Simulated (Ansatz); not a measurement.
## Structure optimisation: tellurium, hcp

Method: DFT, PBEsol, plane waves (420 eV) with PAW, scalar-relativistic in Ansatz. (PAW data from PBE, frozen cores regenerated.)

k-point mesh 11×11×6, Fermi-Dirac smearing 0.1 eV, no spin polarisation. Cell and atoms relax.

Starting structure:

```yaml
crystal:
  lattice:
    - [3.44206, 0.00000, 0.00000]
    - [-1.72103, 2.98092, 0.00000]
    - [0.00000, 0.00000, 5.62089]
  atoms:
    - { symbol: Te, position: [0.33333, 0.66667, 0.25000] }
    - { symbol: Te, position: [0.66667, 0.33333, 0.75000] }
```

**Question.** The pressure at the start is -3.8 GPa. By how much does the volume change?

**Answer.** From 28.84 to 29.37 Å³ per atom, 1.8 %. The final cell has a = 3.916 Å, c = 4.423 Å (c/a = 1.130).

The cell has left the hcp structure type; it ends in P6_3/mmc.

**Question.** How much energy does the relaxation gain?

**Answer.** 209.5 meV per atom.
